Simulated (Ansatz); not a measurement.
Run on W (bcc type): DFT, PBEsol, PAW with Ansatz's default frozen-core files, scalar-relativistic (Ansatz 0.2.0). This run: holes in W by PAW files.

The cell is held at a set volume and isn't relaxed, so it needn't be at zero pressure.

Command: `ansatz run input.yaml --threads 1 --pin off --max-ram 2560MiB --backend cpu --events-out ev --progress --plain --runs-dir out` It took 4.6 s on 1 thread of Intel(R) Xeon(R) Platinum 8488C (Sapphire Rapids), with other jobs on the host, peak memory 0.41 GiB.

```yaml
crystal:
  lattice:
    - [3.1843638255, 0.0, 0.0]
    - [0.0, 3.1843638255, 0.0]
    - [0.0, 0.0, 3.1843638255]
  atoms:
    - { symbol: W, position: [0.0, 0.0, 0.0] }
    - { symbol: W, position: [0.5, 0.5, 0.5] }
kpoints:
  mp_grid: { grid: [8, 8, 8] }
scf:
  occupations: { method: fermi_dirac, width: 0.0816 }
hamiltonian:
  xc: pbesol
  pseudopotentials: { kind: paw }
output:
  forces: true
  stress: true
  eigenvalues: true
  core_levels:
    shells: { W: ["2p"] }
    counted_from: fermi_level
    add_spin: always
```

Output:

```
Engine: ansatz 0.2.0
Pseudopotentials: kind: paw
Pseudopotential: W, paw, valence charge 14, recommended cutoff 420 eV (normal), W.paw.azcp
Functional definition: PBEsol
  exchange = pbesol_x
  correlation = pbesol_c
Crystal: 2 atoms, lattice volume = 32.290 Å³
Basis set: ecut = 420 eV, 619 PW (Γ), exchange–correlation on 48×48×48 points (8 copies of the dense FFT grid, shifted against one another)
Bands: 18, of which v1, the nominal top of the filled ones, is band 14 counted from 1 (13 counted from 0)
Symmetry: 96 space group operations
Space group: Im-3m (ITA 229), of the structure as read, at distance tolerance 3.2e-5 Å
k-points: 35 of 512
Non-local potential: W, projectors of the file, l = 0: 3, l = 1: 2, l = 2: 2, l = 3: 1
PAW form: soft (Blöchl's): semilocal exchange-correlation on the pseudo side does not see the compensation charge
PAW frozen core: W, regenerated for the run's functional, and the local potential with it (the file was generated under x = pbe(κ = 0.804, μ = 0.2195149727645171), c = pbe(β = 0.06672455060314922))
PAW one-centre angular grid: W, 590 points (default); XC on 64 Gauss nodes
Initial density: superposition of atomic densities (neutral atoms: chi_scale 0, normalization atom), corrected by the library's trained network
Initial wavefunctions: pseudopotential atomic-orbital guess
Functional: x = pbesol(κ = 0.804, μ = 0.12345679012345678), c = pbesol(β = 0.046)
SCF iter   1: F=—  HF=-20513.117996 eV  |F-HF|=—  |Δ(HF+E_count)|=         —  Δρ=1.94e-3  dr2=2.80e-4  ethr=1.77e-3  ⟨swp⟩=5.0  Hψ=2614  notcnv=0
preconditioner: auto → none  [metal: Δε(μ)=0.020 eV  Ē_g=5.522 eV  σ=0.082 eV  W_gap=0.06  n_scr=6 (ndim 8)  ℏωp=22.6 eV  f_vac=0.000  D(μ)=1.24/eV (n_scr^D=6)  sad-step TF]
SCF iter   2: F=—  HF=-20513.118902 eV  |F-HF|=—  |Δ(HF+E_count)|=   9.06e-4  Δρ=1.16e-3  dr2=1.03e-4  ethr=9.98e-7  ⟨swp⟩=2.4  Hψ=1435  notcnv=0
SCF iter   3: F=—  HF=-20513.119006 eV  |F-HF|=—  |Δ(HF+E_count)|=   1.04e-4  Δρ=2.53e-4  dr2=1.46e-5  ethr=3.66e-7  ⟨swp⟩=2.7  Hψ=1084  notcnv=0
SCF iter   4: F=—  HF=-20513.119002 eV  |F-HF|=—  |Δ(HF+E_count)|=   4.15e-6  Δρ=1.05e-4  dr2=1.48e-6  ethr=5.23e-8  ⟨swp⟩=3.0  Hψ=1119  notcnv=0
iter 5 did not close the SCF: its close was put off for the readings that it lacked (scf_convergence_deferred on its scf_iter line)
SCF iter   5: F=-20513.119001 eV  HF=-20513.119001 eV  |F-HF|=1.36e-9  |Δ(HF+E_count)|=   4.29e-7  Δρ=6.91e-6  dr2=5.06e-9  ethr=5.29e-9  ⟨swp⟩=2.0  Hψ=1050  notcnv=0
SCF iter   6: F=-20513.119001 eV  HF=-20513.119001 eV  |F-HF|=2.76e-9  |Δ(HF+E_count)|=   4.55e-9  Δρ=4.96e-6  dr2=3.59e-9  ethr=1.81e-11  ⟨swp⟩=2.1  Hψ=1777  notcnv=0
SCF 1 converged in 6 iterations: F = -20513.119001 eV  dr2 = 3.59e-9
  greatest PAW one-centre occupation: 1.000 electrons in one spin orbital (limit 2), on the W atom at site 1 (counted from 0), in its partial waves of l = 0
── core hole 1/1: 2p of W 0 ──
── 2p of W 0: 10641.249 eV over the cell without the hole, in 10 iterations ──
SCF converged after 6 iterations
Free energy (F): -20513.119001 eV
Harris-Foulkes:  -20513.119001 eV  (|F-HF|=2.76e-9)
Internal energy: -20513.093156 eV  (E = F + TS)
E sigma→0 (E₀):  -20513.106079 eV
Entropy (-TS):   -0.025845 eV (-12.922 meV/atom)
Fermi energy:    22.034808 eV
--- Per-component energies (eV) ---
  E_band       = -179.828848
  E_kinetic    = 898.512283
  E_local      = -1227.600622  (includes V_loc(G=0)·N_el)
  E_nonlocal   = 5.761263
  E_hartree    = 436.976335
  E_xc         = -529.814107
  E_vxc        = -476.448633  (∫ρ·V_xc dr)
  E_paw        = -16871.886176  (= ΣΔE_a)
  E_vpaw       = -254.003614  (= ΣTr[D̂ρ^β])
  E_aug_tail   = -0.000133  (compensation charges beyond the density's cutoff)
  E_ewald      = -3225.485583
  E_core_change = 0.443584  (= ΣΔE_core)
  E_smearing   = -0.025845  (= −TS)
  E_closure    = 0.000000  (closes the sum)
  Σ components = -20513.119001   (vs F -20513.119001, Δ=0.00e0)
--- Forces (eV/Å), atoms counted from 1 ---
  atom   1  W      0.00000000     0.00000000     0.00000000
  atom   2  W      0.00000000    -0.00000000     0.00000000
  max |Σ_I F_I| component: 2.53e-29 eV/Å
--- Stress (GPa, compression-positive) ---
       -8.612044       0.000000       0.000000
        0.000000      -8.612044      -0.000000
        0.000000       0.000000      -8.612044
  P = ⅓ Tr σ = -8.6120 GPa (-86.120 kbar)
--- Band table (eV; the first three rows and the last of 35) ---
  k-point 0: bands = ["-52.1231", "-51.9051", "-16.5964", "-16.5964", "-16.5964", "-15.7398", "-15.7398", "-15.7398", "12.4449", "16.2769", "16.2769", "20.7712", "20.7712", "20.7712", "24.1653", "24.1653", "27.0204", "27.0204"]
  k-point 1: bands = ["-52.1138", "-51.9123", "-16.5964", "-16.5630", "-16.5630", "-15.8078", "-15.7713", "-15.7713", "12.8140", "16.4710", "16.5643", "20.7385", "20.7385", "20.9425", "23.6173", "24.3579", "25.6913", "25.6913"]
  k-point 2: bands = ["-52.0875", "-51.9332", "-16.5823", "-16.4680", "-16.4680", "-15.9839", "-15.8616", "-15.8616", "13.8485", "17.0471", "17.2259", "20.7272", "20.7272", "21.4475", "22.2997", "23.8882", "23.8882", "24.8479"]
  k-point 34: bands = ["-51.9899", "-51.9899", "-16.3555", "-16.3555", "-16.3555", "-16.3555", "-16.3555", "-16.3555", "19.0686", "19.0686", "19.0686", "19.0686", "19.0686", "19.0686", "25.1748", "25.1748", "25.1748", "25.1748"]
--- Core levels from the Fermi level (as output.core_levels.counted_from types it; a hole's nearest image at 3.2 Å) ---
  the holes have spin, as output.core_levels.add_spin types it
  atom         alike  shell      binding/eV   shift/eV difference/eV images/eV   SCF
  W 0              2     2p       10641.249     +0.000     10641.249         –    10
  the dataset of W with a 2p hole: scattering error 0.071 eV; outside its bounds: its channels together can move a line by 0.076 eV; free atom: scalar-relativistic, large and small components
  the two lines of W's 2p: 2p1/2 +891.076 eV and 2p3/2 -445.538 eV off its levels, 1 : 2 in strength
```

Next run (further holes in W by PAW files), as changes to the input before:

```diff
   core_levels:
-    shells: { W: ["2p"] }
+    shells: { W: ["3d", "4d", "4f"] }
     counted_from: fermi_level
```

Command: `ansatz run input.yaml --threads 1 --pin off --max-ram 2560MiB --backend cpu --events-out ev --progress --plain --runs-dir out` It took 11 s on 1 thread of Intel(R) Xeon(R) Platinum 8488C (Sapphire Rapids), with other jobs on the host, peak memory 0.42 GiB.

Results part of the output:

```
SCF 1 converged in 6 iterations: F = -20513.119001 eV  dr2 = 3.59e-9
  greatest PAW one-centre occupation: 1.000 electrons in one spin orbital (limit 2), on the W atom at site 1 (counted from 0), in its partial waves of l = 0
── core hole 1/3: 3d of W 0 ──
── 3d of W 0: 1820.219 eV over the cell without the hole, in 10 iterations ──
── core hole 2/3: 4d of W 0 ──
── 4d of W 0: 238.020 eV over the cell without the hole, in 10 iterations ──
── core hole 3/3: 4f of W 0 ──
── 4f of W 0: 32.410 eV over the cell without the hole, in 11 iterations ──
SCF converged after 6 iterations
Free energy (F): -20513.119001 eV
Harris-Foulkes:  -20513.119001 eV  (|F-HF|=2.76e-9)
Internal energy: -20513.093156 eV  (E = F + TS)
E sigma→0 (E₀):  -20513.106079 eV
Entropy (-TS):   -0.025845 eV (-12.922 meV/atom)
Fermi energy:    22.034808 eV
--- Per-component energies (eV) ---
  E_band       = -179.828848
  E_kinetic    = 898.512283
  E_local      = -1227.600622  (includes V_loc(G=0)·N_el)
  E_nonlocal   = 5.761263
  E_hartree    = 436.976335
  E_xc         = -529.814107
  E_vxc        = -476.448633  (∫ρ·V_xc dr)
  E_paw        = -16871.886176  (= ΣΔE_a)
  E_vpaw       = -254.003614  (= ΣTr[D̂ρ^β])
  E_aug_tail   = -0.000133  (compensation charges beyond the density's cutoff)
[... lines left out ...]
--- Forces (eV/Å), atoms counted from 1 ---
  atom   1  W      0.00000000     0.00000000     0.00000000
  atom   2  W      0.00000000    -0.00000000     0.00000000
  max |Σ_I F_I| component: 2.53e-29 eV/Å
--- Stress (GPa, compression-positive) ---
       -8.612044       0.000000       0.000000
        0.000000      -8.612044      -0.000000
        0.000000       0.000000      -8.612044
  P = ⅓ Tr σ = -8.6120 GPa (-86.120 kbar)
--- Band table (eV; the first three rows and the last of 35) ---
  k-point 0: bands = ["-52.1231", "-51.9051", "-16.5964", "-16.5964", "-16.5964", "-15.7398", "-15.7398", "-15.7398", "12.4449", "16.2769", "16.2769", "20.7712", "20.7712", "20.7712", "24.1653", "24.1653", "27.0204", "27.0204"]
  k-point 1: bands = ["-52.1138", "-51.9123", "-16.5964", "-16.5630", "-16.5630", "-15.8078", "-15.7713", "-15.7713", "12.8140", "16.4710", "16.5643", "20.7385", "20.7385", "20.9425", "23.6173", "24.3579", "25.6913", "25.6913"]
  k-point 2: bands = ["-52.0875", "-51.9332", "-16.5823", "-16.4680", "-16.4680", "-15.9839", "-15.8616", "-15.8616", "13.8485", "17.0471", "17.2259", "20.7272", "20.7272", "21.4475", "22.2997", "23.8882", "23.8882", "24.8479"]
  k-point 34: bands = ["-51.9899", "-51.9899", "-16.3555", "-16.3555", "-16.3555", "-16.3555", "-16.3555", "-16.3555", "19.0686", "19.0686", "19.0686", "19.0686", "19.0686", "19.0686", "25.1748", "25.1748", "25.1748", "25.1748"]
--- Core levels from the Fermi level (as output.core_levels.counted_from types it; a hole's nearest image at 3.2 Å) ---
  the holes have spin, as output.core_levels.add_spin types it
  atom         alike  shell      binding/eV   shift/eV difference/eV images/eV   SCF
  W 0              2     3d        1820.219     +0.000      1820.219         –    10
  W 0              2     4d         238.020     +0.000       238.020         –    10
  W 0              2     4f          32.410     +0.000        32.410         –    11
  the dataset of W with a 3d hole: scattering error 0.072 eV; outside its bounds: its channels together can move a line by 0.075 eV; free atom: scalar-relativistic, large and small components
  the two lines of W's 3d: 3d3/2 +37.289 eV and 3d5/2 -24.859 eV off its levels, 2 : 3 in strength
  the dataset of W with a 4d hole: scattering error 0.070 eV; outside its bounds: its channels together can move a line by 0.073 eV; free atom: scalar-relativistic, large and small components
  the two lines of W's 4d: 4d3/2 +7.485 eV and 4d5/2 -4.990 eV off its levels, 2 : 3 in strength
  the dataset of W with a 4f hole: scattering error 0.074 eV; outside its bounds: its channels together can move a line by 0.076 eV; free atom: scalar-relativistic, large and small components
  the two lines of W's 4f: 4f5/2 +1.218 eV and 4f7/2 -0.914 eV off its levels, 3 : 4 in strength
```

Next run (atom 1 (W) replaced by Re), as changes to the input before:

```diff
   atoms:
-    - { symbol: W, position: [0.0, 0.0, 0.0] }
+    - { symbol: Re, position: [0.0, 0.0, 0.0] }
   eigenvalues: true
-  core_levels:
-    shells: { W: ["3d", "4d", "4f"] }
-    counted_from: fermi_level
-    add_spin: always
+  write_density: true
+  write_potential: true
+  elf: true
+  volumetric_format: npy
```

Command: `ansatz run input.yaml --threads 1 --pin off --max-ram 2560MiB --backend cpu --events-out ev --progress --plain --runs-dir out` It took 1.6 s on 1 thread of Intel(R) Xeon(R) Platinum 8488C (Sapphire Rapids), on a shared host, peak memory 0.35 GiB.

Results part of the output:

```
SCF 1 converged in 6 iterations: F = -20993.502240 eV  dr2 = 6.25e-10
  greatest PAW one-centre occupation: 1.000 electrons in one spin orbital (limit 2), on the W atom at site 1 (counted from 0), in its partial waves of l = 0
SCF converged after 6 iterations
Free energy (F): -20993.502240 eV
Harris-Foulkes:  -20993.502240 eV  (|F-HF|=2.84e-10)
Internal energy: -20993.456578 eV  (E = F + TS)
E sigma→0 (E₀):  -20993.479409 eV
Entropy (-TS):   -0.045662 eV (-22.831 meV/atom)
Fermi energy:    22.348114 eV
--- Per-component energies (eV) ---
  E_band       = -199.276574
  E_kinetic    = 985.439308
  E_local      = -1453.397732  (includes V_loc(G=0)·N_el)
  E_nonlocal   = 53.769519
  E_hartree    = 513.465196
  E_xc         = -664.349504
  E_vxc        = -539.945266  (∫ρ·V_xc dr)
  E_paw        = -16966.545740  (= ΣΔE_a)
  E_vpaw       = -272.072921  (= ΣTr[D̂ρ^β])
  E_aug_tail   = -0.000160  (compensation charges beyond the density's cutoff)
  E_ewald      = -3462.292519
  E_core_change = 0.455054  (= ΣΔE_core)
  E_smearing   = -0.045662  (= −TS)
  E_closure    = -0.000000  (closes the sum)
  Σ components = -20993.502240   (vs F -20993.502240, Δ=0.00e0)
--- Forces (eV/Å), atoms counted from 1 ---
  atom   1  Re    -0.00000000     0.00000000     0.00000000
  atom   2  W      0.00000000    -0.00000000    -0.00000000
  max |Σ_I F_I| component: 5.46e-29 eV/Å
--- Stress (GPa, compression-positive) ---
      -19.426752       0.000000       0.000000
       -0.000000     -19.426752      -0.000000
        0.000000      -0.000000     -19.426752
  P = ⅓ Tr σ = -19.4268 GPa (-194.268 kbar)
--- Band table (eV; the first three rows and the last of 35) ---
  k-point 0: bands = ["-58.2340", "-52.2371", "-20.0648", "-20.0648", "-20.0648", "-16.3246", "-16.3246", "-16.3246", "12.2563", "16.0619", "16.0619", "20.2211", "20.2211", "20.2211", "23.5152", "23.5152", "26.2069", "26.2069", "26.2069"]
  k-point 1: bands = ["-58.2331", "-52.2362", "-20.0825", "-20.0587", "-20.0587", "-16.3634", "-16.3288", "-16.3288", "12.6148", "16.2490", "16.3332", "20.1943", "20.1943", "20.3812", "23.0279", "23.6872", "25.0421", "25.0421", "25.8826"]
  k-point 2: bands = ["-58.2310", "-52.2340", "-20.1248", "-20.0440", "-20.0440", "-16.4562", "-16.3390", "-16.3390", "13.6229", "16.8022", "16.9574", "20.1887", "20.1887", "20.8482", "21.8300", "23.3556", "23.3556", "24.1004", "25.0420"]
  k-point 34: bands = ["-58.2175", "-52.2145", "-20.1579", "-20.1579", "-20.1579", "-16.5436", "-16.5436", "-16.5436", "18.5548", "18.5548", "18.5548", "18.8284", "18.8284", "18.8284", "23.7438", "23.7438", "25.0579", "25.0579", "27.4268"]
```

Spin–orbit coupling is left out, which matters for the heavy atoms. The PAW files were made under PBE.
